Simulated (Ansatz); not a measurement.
TiRh3: computed DOS

```cif
data_structure
_symmetry_space_group_name_H-M 'Pm-3m'
_symmetry_Int_Tables_number 221
_cell_length_a 3.8220
_cell_length_b 3.8220
_cell_length_c 3.8220
_cell_angle_alpha 90.000
_cell_angle_beta 90.000
_cell_angle_gamma 90.000
_cell_volume 55.83
loop_
_atom_site_label
_atom_site_type_symbol
_atom_site_symmetry_multiplicity
_atom_site_Wyckoff_symbol
_atom_site_fract_x
_atom_site_fract_y
_atom_site_fract_z
_atom_site_occupancy
Ti1 Ti 1 a 0.00000 0.00000 0.00000 1
Rh1 Rh 3 c 0.00000 0.50000 0.50000 1
```

The runs use the primitive cell with vectors (3.822, 0.000, 0.000), (0.000, 3.822, 0.000), (0.000, 0.000, 3.822) Å, to which the k mesh refers.

It takes space group Pm-3m (No. 221, cubic). The conventional cell has a = 3.822 Å, b = 3.822 Å, c = 3.822 Å, α = 90.00°, β = 90.00°, γ = 90.00°. Ti (site symmetry m-3m) is surrounded by 12 Rh at 2.70 Å. Rh (site symmetry 4/mmm) is surrounded by 4 Ti at 2.70 Å and 8 Rh at 2.70 Å.

The cell comes from COD entry 1537861, which wasn't checked; take it as a given geometry.

Spin polarisation is left out, and whether a magnetic state lies lower isn't shown here.

Computed with DFT, LDA, all-electron LAPW, scalar-relativistic (Ansatz 0.2.0).

The runs use a Γ-centred 10×10×10 k mesh, Fermi–Dirac smearing of 0.03 eV, basis error target 1 meV/atom, no spin polarisation.

(1) Which of the resolved shells contributes most within 0.3 eV of the Fermi level?

(2) Where is the centre of the filled Rh 4d states between -14 eV and the top of the filled states?

(3) Tabulate the density of states.

## Answers

(1) Rh 4d, with 64 % of all states there; Ti 3d follows with 20 %.

(2) -2.67 eV from the Fermi level.

(3) States per eV and cell, averaged over 0.6 eV, from -7.6 to 2.4 eV, with energies (bin centres) from the Fermi level; empty bins are left out. The partial columns, the largest 3 alone, are projections on Löwdin-orthogonalised atomic shells (those that the program's projection atoms carry: the occupied ones and, for some elements, an empty d or f shell; other empty shells have no column), summed over atoms of an element. Weights on diffuse s and p shells depend on that basis and aren't pure angular character.
```
E (eV)  total  Rh 4d  Ti 3d  Rh 5s
  -7.4   0.03   0.00   0.00   0.02
  -6.8   0.20   0.00   0.00   0.14
  -6.2   0.38   0.02   0.00   0.25
  -5.6   0.88   0.29   0.01   0.44
  -5.0   4.55   3.17   0.34   0.80
  -4.4   7.93   6.27   0.60   0.66
  -3.8   4.92   4.27   0.35   0.17
  -3.2   5.01   4.40   0.33   0.16
  -2.6   5.49   4.67   0.35   0.30
  -2.0   6.54   5.45   0.65   0.30
  -1.4   6.23   4.99   0.79   0.32
  -0.8   5.65   4.73   0.55   0.17
  -0.2   4.32   2.90   0.80   0.18
   0.4   2.61   1.95   0.36   0.09
   1.0   1.79   1.47   0.22   0.03
   1.6   6.01   1.44   4.24   0.14
   2.2   5.68   1.67   3.57   0.28
```
